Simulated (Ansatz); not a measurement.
# Relaxing a structure of Hf$_{3}$N$_{4}$

The start is a randomly generated symmetric cell of Hf3N4 (space group No. 166). The structure is fully relaxed (lattice and positions, P = 0) with r2SCAN (plane waves to 500 eV, PAW, scalar-relativistic; Ansatz, a first-principles code). First-step values are on the input's coarse k-mesh.

Ansatz input (later rounds restart from its end on a renewed k-mesh):
Ansatz 0.2 input:
```yaml
crystal:
  lattice:
    - [3.9391719, 2.274282, 1.9415272]
    - [-3.9391719, 2.274282, 1.9415272]
    - [0, -4.548564, 1.9415272]
  atoms:
    - { symbol: Hf, position: [0, 0, 0.5] }
    - { symbol: Hf, position: [0.5, 0, 0] }
    - { symbol: Hf, position: [0, 0.5, 0] }
    - { symbol: N, position: [0.08013872, 0.08013872, 0.08013872] }
    - { symbol: N, position: [0.91986128, 0.91986128, 0.91986128] }
    - { symbol: N, position: [0.58143993, 0.58143993, 0.58143993] }
    - { symbol: N, position: [0.41856007, 0.41856007, 0.41856007] }
basis: { ecutwfc: 500, ecutrho_ratio: 4, xc_grid: 4, fft_grid_basis: typed }
kpoints: { mp_grid: { grid: [5, 5, 5] } }
hamiltonian:
  xc: r2scan
  dispersion: none
  pseudopotentials: { kind: paw }
scf: { occupations: { method: fermi_dirac, width: 0.05 } }
relax: { f_tol: 0.01, max_steps: 100, cell: { stress_tol: 0.02 } }
output: { forces: true, stress: true }
```

| Property | Result |
|---|---|
| Outcome | The space group stays R-3m (No. 166) (the run could not lower it), with 7 atoms in the primitive cell |
| Energy released | about 2.2 eV/atom |
| Shortest distances (start → end) | The closest pairs of elements (up to four, under 3.6 Å), start → end: N–N 0.93 → 1.17 Å; Hf–N 2.33 → 2.13 Å; Hf–Hf 2.99 → 3.26 Å |
| Band gap at the end | zero (metallic) |
| Optimiser moves | 14 |

Relaxed structure:

```cif
data_Hf9N12
_chemical_formula_sum 'Hf9 N12'
_space_group_name_H-M_alt 'R-3m :H'
_space_group_IT_number 166
_space_group_name_Hall '-R 3 2"'
_cell_length_a 7.12609
_cell_length_b 7.12609
_cell_length_c 7.58556
_cell_angle_alpha 90.000
_cell_angle_beta 90.000
_cell_angle_gamma 120.000
loop_
_atom_site_label
_atom_site_type_symbol
_atom_site_symmetry_multiplicity
_atom_site_Wyckoff_symbol
_atom_site_fract_x
_atom_site_fract_y
_atom_site_fract_z
_atom_site_occupancy
Hf1 Hf 9 d 0.50000 0.50000 0.50000 1
N1 N 6 c 0.00000 0.00000 0.09419 1
N2 N 6 c 0.00000 0.00000 0.42293 1
```
(The calculation used a cell of 7 atoms; values per cell refer to that cell.)

Final values are on a 10×10×10 k-mesh of the relaxed cell. The start holds a very short contact (N–N 0.93 Å). The relaxed cell holds bonded N–N pairs (1.17 Å). No spin polarisation in the result.

The run could not lose the symmetry of its start.

The first start was generated by a random draw of sites in a space group. Materials Project lists a structure of Hf3N4 in the same space group, R-3m (No. 166); the sites were not compared with it, nor with measured phases.
